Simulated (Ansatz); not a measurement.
Given:

KBr:
```xyz
2
Lattice="0.0000 3.3528 3.3528 3.3528 0.0000 3.3528 3.3528 3.3528 0.0000" Properties=species:S:1:pos:R:3 pbc="T T T"
K      0.0000     0.0000     0.0000
Br     3.3528     3.3528     3.3528
```

This is the PBE-relaxed structure.

Task: All from DFT-PBE in the program Ansatz with PAW potentials, unless another level is named. Give the hole effective mass, band 1 of 3 at the edge.

Result: 4.0 along [100], 4.0 along [110], 3.2 along [111] (mₑ).

Task: What about the formation energy from the elements (no fitted shifts)?

Result: -1.77 eV/atom.

Task: Give the weight of the conduction-edge state by species (Voronoi cells).

Result: K 55 %, Br 45 %.

Space group Fm-3m (rock salt). The cell was relaxed with PBE under the symmetry of its start; phonons on a q-mesh show no instability. The references are the lowest solids computed at this level, not always the standard phases. Scalar-relativistic: spin–orbit coupling is off unless named, which matters more the heavier the elements.

Potentials: the later of the program's two PAW sets.

Edges and masses are those of Kohn–Sham bands, whose gap is no quasiparticle gap.
